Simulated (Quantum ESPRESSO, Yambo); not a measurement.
**Levels of theory for the gap of LuBrO monolayer**

A free-standing LuBrO monolayer (symmetry P4/nmm, slab cell 20.0 Å high): one geometry, one set of PBEsol (pw.x of Quantum ESPRESSO, ONCV potentials, without SOC) orbitals, self-energies from Yambo (4×4×1 Γ-centred k mesh, bands 3 to 154 and a 6 Ry block in the screening, 154 bands in G with the Bruneval-Gonze terminator, plasmon pole fitted at 27.2 eV, slab-truncated Coulomb interaction, stochastic integration of W near q = 0).

The layer was cut from Materials Project entry mp-973981 and relaxed with PBEsol in a cell 20.0 Å high, with the Coulomb interaction truncated along z.

```csv
level,gap Γ → Γ (eV),rough Yambo cost
PBEsol (Quantum ESPRESSO),4.34,–
exchange only (Hartree-Fock self-energy on PBEsol orbitals),12.98,about 1/10 (6 states)
"G0W0@PBEsol, plasmon pole",6.24,1 (6 states)
```

Bare exchange has no screening and gives the widest gap. Among the k points computed, the smallest G0W0 gap is 5.96 eV, M → Γ. All rows use the PBEsol edge points; in the exchange only run other k points give a smaller gap, 12.42 eV.

Costs are rough ratios of core time on shared machines.

Nearest settings tried, and what they do to the gap: 107 bands in W, 107 bands in G: +83 meV. Not varied: block, mesh, cell height. So the settings aren't converged at that level.

Spin-orbit splittings are left out. The 4f states are in the valence at their DFT position.

This is a model layer cut from the bulk structure; whether it is stable on its own was not checked.
